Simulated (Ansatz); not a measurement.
Given:

MgTe:
```
MgTe
1.0
    3.66799     0.00000     0.00000
    0.00000     3.66799     0.00000
    0.00000     0.00000     3.66799
Mg Te
1 1
Direct
  0.00000   0.00000   0.00000
  0.50000   0.50000   0.50000
```

This is the PBEsol-relaxed structure.

All from PBEsol (plane waves, PAW; program Ansatz), unless another level is named. Predict the highest zone-centre frequency.

83 cm^-1.

And the bulk modulus (Birch–Murnaghan fit)?

49.7 GPa.

Space group Pm-3m (CsCl type). A made-up cell: these elements were put on the sites of a structure type; neither database checked (COD, Materials Project) lists it. COD files the formula under space group No. 186, so this cell is another polymorph or a model. Whether it is the stable phase at ambient conditions was not checked. Symmetry was held in the PBEsol relaxation. At this level the phase is dynamically unstable (imaginary phonons). As this level gives no gap, phonon frequencies hold no LO–TO term and depend on the k-mesh and smearing (Fermi–Dirac, 0.1 eV here). Spin–orbit coupling is left out wherever it is not named.

Potentials: the later of the program's two PAW sets.
